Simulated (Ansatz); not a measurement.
ZrSiRu (P-62m): electronic heat capacity and spin susceptibility from the density of states

Computed with DFT r2SCAN, scalar-relativistic, plane waves, PAW in Ansatz.

Settings: cutoff 500 eV, Γ-centred mesh 6×6×10 on the computed 9-atom cell, Gaussian smearing of 0.10 eV; no spin polarisation.

Relaxed cell: P-62m, a = 6.675 Å, b = 6.675 Å, c = 3.701 Å, α = 90.00°, β = 90.00°, γ = 120.00°, 9 atoms in the primitive cell. Whether it is the stable form of this composition wasn't checked.

The density of states at the Fermi level is 3.877 states/eV in the cell of 9 atoms (3 formula units; both spins, tetrahedra on a 9×9×15 mesh).

Question: What Sommerfeld coefficient and Pauli susceptibility does this give?

Answer: Per formula unit N(E_F) = 1.292 states/eV. γ = (π²/3) k_B² N(E_F) N_A = 2.357 mJ/(mol K²) per state/eV, so γ = 3.0 mJ/(mol K²), a mole of formula units. χ_P = μ_B² N(E_F) N_A = 3.23×10⁻⁵ emu/mol per state/eV gives 4.2×10⁻⁵ emu/mol. This is the bare band result: a measured γ of the same phase is as a rule larger by a factor 1 + λ from phonons and spin fluctuations, the spin part of χ is larger by the Stoner factor, and a measured χ also holds orbital and core terms. N(E_F) at one energy is sensitive to the mesh where the density of states has sharp peaks.